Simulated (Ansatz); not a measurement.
Values for one crystal, relaxed and computed with LDA (plane waves, PAW; program Ansatz); other levels are named.

| Quantity | Value |
|---|---|
| Volume per atom | 33.31 Å³ |
| Band gap | 2.12 eV (indirect) |
| Smallest direct gap on the standard path | 2.27 eV |
| HSE06 gap on the LDA cell | 3.26 eV |
| Formation energy from the elements (no fitted shifts) | -0.54 eV/atom |
| Hole effective mass | 0.30, 1.8, 4.2 mₑ (principal values) |
| Gap with spin–orbit coupling | 1.80 eV |

### Question
Which compound is it?
A) H4IN, Imm2 (H on 4c, H on 4d, I on 2b, N on 2a)
B) NaH4IO2, P-1 (Pearson symbol aP16)
C) CdI2, R-3m (Pearson symbol hR9)
D) SbSI, P2_1/m (Pearson symbol mP12)

### Answer
C, CdI2, R-3m (Pearson symbol hR9)

The workflow started from a Materials Project entry (that database holds measured and hypothetical structures alike); the Crystallography Open Database files this formula in space group No. 166, but the cells were not matched. Its standing as an ambient phase is unchecked. The cell was relaxed with LDA under the symmetry of its start; its stability against distortions is not shown here. A crystal of weakly bound layers computed without a dispersion correction: the cell and the soft elastic constants depend strongly on that. The references are the lowest solids computed at this level, not always the standard phases. Spin–orbit coupling is left out wherever it is not named.

Potentials: the later of the program's two PAW sets.
